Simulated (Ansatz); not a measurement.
HgS (cinnabar type, space group P3_221)

```
CELL_PARAMETERS angstrom
      4.13888     0.00000     0.00000
     -2.06944     3.58437     0.00000
      0.00000     0.00000     9.40775
ATOMIC_POSITIONS crystal
  Hg 0.71013 0.00000 0.66667
  Hg 0.00000 0.71013 0.33333
  Hg 0.28987 0.28987 0.00000
  S  0.49980 0.00000 0.16667
  S  0.00000 0.49980 0.83333
  S  0.50020 0.50020 0.50000
```

Two coordinates are scanned: the volume, and the ratio of the stretch along z (the conventional c axis) to the stretch across it. Atoms keep their fractional coordinates.

All values below come from PBEsol (plane waves to 420 eV, PAW, scalar-relativistic; Ansatz, a first-principles code). k mesh 9×9×4 (Γ-centred), Fermi-Dirac smearing 0.05 eV. Stress and pressure are positive under compression. As the atoms are clamped, bonds stretch with the cell, which overstates energies and stresses. HgS was relaxed with its symmetry unable to fall. Spin-orbit coupling is left out, though Hg is heavy.

At one point of the scan the stress tensor (GPa) is:

```
  -1.14     0.00     0.00
   0.00    -1.14     0.00
   0.00     0.00    -0.29
```

Problem. Which point is it?
A. V/V₀ = 1.020, (c/a)/(c/a)₀ = 1.020
B. V/V₀ = 1.020, (c/a)/(c/a)₀ = 0.980
C. V/V₀ = 1.020, (c/a)/(c/a)₀ = 0.960
D. V/V₀ = 1.040, (c/a)/(c/a)₀ = 0.980

Solution. C, V/V₀ = 1.020, (c/a)/(c/a)₀ = 0.960

(Under strain, the slope of the energy per volume gives the stress and its curvature an elastic modulus.)
